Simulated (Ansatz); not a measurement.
Mg$_{2}$H$_{6}$Os:
```
CELL_PARAMETERS angstrom
      0.00000     3.32187     3.32187
      3.32187     0.00000     3.32187
      3.32187     3.32187     0.00000
ATOMIC_POSITIONS crystal
  Mg 0.75000 0.75000 0.75000
  Mg 0.25000 0.25000 0.25000
  H  0.74661 0.74661 0.25339
  H  0.25339 0.25339 0.74661
  H  0.25339 0.74661 0.74661
  H  0.74661 0.25339 0.25339
  H  0.74661 0.25339 0.74661
  H  0.25339 0.74661 0.25339
  Os 0.00000 0.00000 0.00000
```

Relaxed with r²SCAN. Special points in fractions of this cell's reciprocal vectors: Γ (0.000, 0.000, 0.000); X (0.500, 0.000, 0.500); U (0.625, 0.250, 0.625); K (0.375, 0.375, 0.750); L (0.500, 0.500, 0.500); W (0.500, 0.250, 0.750).

Task: List the band energies nearest the valence-band maximum at these points for the program Ansatz at the r²SCAN with spin–orbit coupling level (PAW).

Result: In eV from the valence-band maximum; about four levels below and three above (degenerate sets whole), none deeper than 8.9 eV; points with the same levels are listed once.

```json
[
 {"k": "Γ", "below": "-1.41 -1.41 -1.41 -1.41 -1.04 -1.04", "above": "6.40 6.40 7.09 7.09"},
 {"k": "X", "below": "-0.40 -0.40 0.00 0.00", "above": "3.68 3.68 6.31 6.31"},
 {"k": "U", "below": "-0.49 -0.49 -0.10 -0.10", "above": "4.28 4.28 6.30 6.30"},
 {"k": "L", "below": "-0.73 -0.73 -0.44 -0.44", "above": "4.11 4.11 5.83 5.83"},
 {"k": "W", "below": "-0.72 -0.72 -0.10 -0.10", "above": "4.96 4.96 6.13 6.13"}
]
```

Space group Fm-3m. The first step of the workflow began from a Materials Project structure, measured or hypothetical; the Crystallography Open Database copy checked does not list it. Whether it is the stable phase at ambient conditions was not checked. Symmetry was held in the r²SCAN relaxation. At this level the phase is dynamically unstable (imaginary phonons). No spin polarisation was allowed.

Potentials: the later of the program's two PAW sets.
